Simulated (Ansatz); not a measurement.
According to DFT-PBE+D3(BJ) in the program Ansatz with PAW potentials, SiSe₂ in the orthorhombic phase (Ibam; Si on 4a, Se on 8j) relaxes to a = 5.859 Å, b = 9.484 Å, c = 5.838 Å. Si has 4 nearest neighbours from 2.30 Å (tetrahedral); Se has 2 nearest neighbours from 2.30 Å (bent). Its formation energy from the elements is -0.39 eV/atom, with no fitted shifts.

It is gapped at this level: 1.48 eV (indirect). The screened hybrid HSE06 puts the gap at 2.40 eV. Gap from PBE+D3(BJ) with spin–orbit coupling: 1.49 eV. Electrons at the band edge weigh 0.43, 0.56, 1.0 mₑ (principal values). The hole mass is 0.85, 1.2, 1.9 mₑ (principal values).

An equation-of-state fit gives a bulk modulus of 122 kbar. Born charges are Si +2.34, Se -1.17 e. Without the LO–TO term the highest mode at Γ lies at 493 cm⁻¹. Bader charges are Si +2.02, Se -1.01 e.

The PBE+D3(BJ) relaxation kept the symmetry of its start; of distortions, only those at the zone centre were tested. The references are the lowest solids computed at this level, not always the standard phases. Scalar-relativistic: spin–orbit coupling is off unless named, which matters more the heavier the elements.

Potentials: the later of the program's two PAW sets.
